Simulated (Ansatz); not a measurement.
Ansatz input

```yaml
crystal:
  lattice:
    - [-3.0056830246, 3.0040990456, 1.5995956753]
    - [3.0040990456, -3.0056830246, 1.5995956753]
    - [3.0253870168, 3.0253870168, -1.6024967357]
  atoms:
    - { symbol: Sb, position: [0.0001435861, 0.9998564139, 0.0] }
    - { symbol: Sb, position: [0.7498564139, 0.2501435861, 0.5] }
hamiltonian:
  xc: r2scan
  pseudopotentials:
    kind: paw
    azcp:
      Sb: "pseudopotentials/Sb.paw.azcp"
basis:
  ecutwfc: 500
  fft_grid_basis: typed
kpoints:
  mp_grid: { grid: [13, 13, 8], shift: [0, 0, 0] }
magnetization:
  spin_polarized: false
scf:
  occupations: { method: fermi_dirac, width: 0.1 }
  lower_state_search: "off"
output:
  stress: true
```

Output

```
Engine: ansatz 0.2.0, x86_64-unknown-linux-gnu
Pseudopotentials: kind: paw
Pseudopotential: Sb, paw, valence charge 15, recommended cutoff 500 eV (meta_gga) 
Functional definition: r2SCAN
  parameter k0 = 0.174
  parameter k1 = 0.065
  parameter a1 = 4.9479
  exchange = r2scan_x(k0 = k0, k1 = k1, a1 = a1)
  correlation = r2scan_c
Crystal: 2 atoms, lattice volume = 58.152 Å³
Basis set: ecut = 500 eV, 1497 PW (Γ), exchange–correlation on 144×144×144 points (64 copies of the dense FFT grid, shifted against one another)
Bands: 19, of which v1, the nominal top of the filled ones, is band 15 counted from 1 (14 counted from 0)
Symmetry: 4 space group operations
Space group: C2/c (ITA 15), of the structure as read, at distance tolerance 3.9e-5 Å
k-points: 371 of 1352
Non-local potential: Sb, projectors of the file, l = 0: 2, l = 1: 2, l = 2: 2, l = 3: 2
PAW form: soft (Blöchl's): semilocal exchange-correlation on the pseudo side does not see the compensation charge
PAW frozen core: Sb, regenerated for the run's functional (the file was generated under x = pbe(κ = 0.804, μ = 0.2195149727645171), c = pbe(β = 0.06672455060314922))
PAW one-centre angular grid: Sb, 590 points (default); XC on 160 Gauss nodes
Initial density: superposition of atomic densities (neutral atoms: chi_scale 0, normalization atom), corrected by the library's trained network
Initial wavefunctions: pseudopotential atomic-orbital guess
Functional: x = r2scan, c = r2scan; τ floored in thin density (d = 2e-4 eV/Å³)
SCF iter   1: F=-12997.909904 eV  HF=-12997.896951 eV  |F-HF|=1.30e-2  |Δ(HF+E_count)|=         —  Δρ=4.63e-3  dr2=5.19e-3  dr2_τ=4.71e-4  ethr=1.77e-3  ⟨swp⟩=6.0  Hψ=37453  notcnv=0
SCF iter   2: F=-12997.909902 eV  HF=-12997.908895 eV  |F-HF|=1.01e-3  |Δ(HF+E_count)|=   1.19e-2  Δρ=2.70e-3  dr2=2.26e-3  dr2_τ=3.67e-5  ethr=1.73e-5  ⟨swp⟩=2.0  Hψ=14293  notcnv=0  defer=4
SCF iter   3: F=-12997.910100 eV  HF=-12997.910067 eV  |F-HF|=3.38e-5  |Δ(HF+E_count)|=   1.17e-3  Δρ=5.50e-4  dr2=1.77e-4  dr2_τ=5.66e-6  ethr=7.52e-6  ⟨swp⟩=2.0  Hψ=10367  notcnv=0  defer=4
SCF iter   4: F=-12997.910125 eV  HF=-12997.910122 eV  |F-HF|=2.68e-6  |Δ(HF+E_count)|=   5.55e-5  Δρ=1.84e-4  dr2=1.55e-5  dr2_τ=3.10e-7  ethr=5.90e-7  ⟨swp⟩=3.0  Hψ=14457  notcnv=0  defer=4
SCF iter   5: F=-12997.910126 eV  HF=-12997.910125 eV  |F-HF|=5.60e-7  |Δ(HF+E_count)|=   3.03e-6  Δρ=4.27e-5  dr2=1.62e-6  dr2_τ=1.30e-8  ethr=5.16e-8  ⟨swp⟩=2.0  Hψ=8863  notcnv=0  defer=4
SCF iter   6: F=-12997.910126 eV  HF=-12997.910126 eV  |F-HF|=2.78e-8  |Δ(HF+E_count)|=   6.46e-7  Δρ=1.40e-5  dr2=1.08e-7  dr2_τ=1.74e-9  ethr=5.41e-9  ⟨swp⟩=2.0  Hψ=8934  notcnv=0  defer=4
SCF iter   7: F=-12997.910126 eV  HF=-12997.910126 eV  |F-HF|=8.71e-10  |Δ(HF+E_count)|=   4.54e-8  Δρ=1.98e-6  dr2=2.37e-9  dr2_τ=3.38e-11  ethr=3.33e-10  ⟨swp⟩=4.0  Hψ=21727  notcnv=0
SCF 1 converged in 7 iterations: F = -12997.910126 eV  dr2 = 2.37e-9
SCF converged after 7 iterations
Free energy (F): -12997.910126 eV
Harris-Foulkes:  -12997.910126 eV  (|F-HF|=8.71e-10)
Internal energy: -12997.873685 eV  (E = F + TS)
E sigma→0 (E₀):  -12997.891906 eV
Entropy (-TS):   -0.036441 eV (-18.220 meV/atom)
Fermi energy:    10.417956 eV
--- Per-component energies (eV) ---
  E_band       = -343.317091
  E_kinetic    = 411.461530
  E_local      = -3057.382376  (includes V_loc(G=0)·N_el)
  E_nonlocal   = 725.052633
  E_hartree    = 1389.976921
  E_xc         = -254.198169
  E_vxc        = -204.976905  (∫ρ·V_xc dr)
  E_paw        = -9202.653533  (= ΣΔE_a)
  E_vpaw       = -1011.326275  (= ΣTr[D̂ρ^β])
  E_aug_tail   = -0.000001  (compensation charges beyond the density's cutoff)
  E_vtau       = 13.901691  (kinetic-family band-sum trace: ∫τ·v_τ [+ j·A + Jᵃ·Aᵃ] dr)
  E_ewald      = -3011.142764
  E_core_change = 1.012074  (= ΣΔE_core)
  E_smearing   = -0.036441  (= −TS)
  E_closure    = -0.000000  (closes the sum)
  Σ components = -12997.910126   (vs F -12997.910126, Δ=0.00e0)
--- Stress (GPa, compression-positive) ---
        0.339909       0.038901      -0.080377
        0.038901       0.339909      -0.080377
       -0.080377      -0.080377      -0.333683
  P = ⅓ Tr σ = 0.1154 GPa (1.154 kbar)
```

Launched by

```sh
ansatz run input.yaml --threads 1 --pin off --max-ram 3584MiB --backend cpu --events-out ev --progress --plain --runs-dir out
```

On 1 thread of Intel(R) Xeon(R) Platinum 8259CL CPU @ 2.50GHz (Skylake/Cascade Lake) (shared host) this took about 80 s of wall time and 68 s of CPU time.
